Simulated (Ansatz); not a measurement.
Space group P-4m2 (No. 115). a = 4.632 Å, b = 4.632 Å, c = 13.019 Å, α = 90.00°, β = 90.00°, γ = 90.00°
```csv
atom,site,symmetry,x,y,z
Mg,2f,2mm.,0.5000,0.5000,0.2522
Mg,1d,-4m2,0.0000,0.0000,0.5000
Cd,1a,-4m2,0.0000,0.0000,0.0000
Te,2g,2mm.,0.5000,0.0000,0.3761
Te,2g,2mm.,0.5000,0.0000,0.8709
```

Equation of state of this Mg3CdTe4 structure (not necessarily the ground state), with shape and atoms relaxed at each volume where symmetry leaves them free. Computed with DFT PBE, scalar-relativistic, plane waves, PAW (Ansatz 0.2.0).

Plane waves to 420 eV, a k mesh through Γ of 6×6×2 on the computed 8-atom cell and Gaussian smearing (0.02 eV); no spin polarisation.

| V (Å³/atom) | E − E(largest V) (meV/atom) | P (GPa) | gap on mesh (eV) |
| --- | --- | --- | --- |
| 30.725 | 35.24 | 5.73 | 2.27 |
| 31.772 | 3.79 | 3.94 | 2.14 |
| 32.819 | -16.80 | 2.41 | 2.01 |
| 33.867 | -28.15 | 1.10 | 1.89 |
| 34.914 | -31.63 | -0.01 | 1.78 |
| 35.962 | -28.39 | -0.96 | 1.67 |
| 37.009 | -19.42 | -1.77 | 1.56 |
| 38.406 | 0.00 | -2.66 | 1.43 |

Q: Fit a third-order Birch–Murnaghan equation, E = E0 + (9V0B0/16)·[(x − 1)³B0' + (x − 1)²(6 − 4x)] with x = (V0/V)^(2/3), to E(V).

A: V0 = 34.91 Å³/atom, B0 = 34 GPa, B0' = 4.3.

Spin-orbit coupling is left out, which matters for the bands of heavy elements.

The cell was found from a structure generator's guess, not taken from experiment.
